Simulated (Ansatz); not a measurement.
Si2N2O:
```
CELL_PARAMETERS angstrom
      4.46074    -2.75861     0.00000
      4.46074     2.75861     0.00000
      0.00000     0.00000     4.86510
ATOMIC_POSITIONS crystal
  Si 0.02568 0.32750 0.27109
  Si 0.97432 0.67250 0.77109
  Si 0.67250 0.97432 0.27109
  Si 0.32750 0.02568 0.77109
  N  0.09410 0.34219 0.61626
  N  0.90590 0.65781 0.11626
  N  0.65781 0.90590 0.61626
  N  0.34219 0.09410 0.11626
  O  0.78774 0.21226 0.21804
  O  0.21226 0.78774 0.71804
```

x, y and z are the axes in which the lattice vectors are written.

### Question
Give the proper piezoelectric stress tensor with relaxed ions from DFT-PBEsol in the program Ansatz with PAW potentials.

### Answer
In C/m², rows x, y, z, Voigt columns; mesh uncertainty up to 0.00.
```
 0.00   0.00   0.00   0.00  -0.18   0.00
 0.00   0.00   0.00  -0.15   0.00   0.00
-0.24  -0.13   0.37   0.00   0.00   0.00
```

The elastic tensor of the same run (GPa):

```
 296  72.7  47.0   0.0   0.0   0.0
72.7   228  31.6   0.0   0.0   0.0
47.0  31.6   307   0.0   0.0   0.0
 0.0   0.0   0.0   131   0.0   0.0
 0.0   0.0   0.0   0.0  57.4   0.0
 0.0   0.0   0.0   0.0   0.0  72.8
```

### Question
Convert to strain constants d = e·S.

### Answer
In pC/N:
```
 0.0   0.0   0.0   0.0  -3.1   0.0
 0.0   0.0   0.0  -1.1   0.0   0.0
-0.9  -0.5   1.4   0.0   0.0   0.0
```

Space group Cmc2_1. The first step of the workflow began from a Materials Project structure, measured or hypothetical; the Crystallography Open Database files this formula in space group No. 36, but the cells were not matched. Whether it is the stable phase at ambient conditions was not checked. The cell was relaxed with PBEsol under the symmetry of its start; its stability against distortions is not shown here.

Potentials: the earlier of the program's two PAW sets.
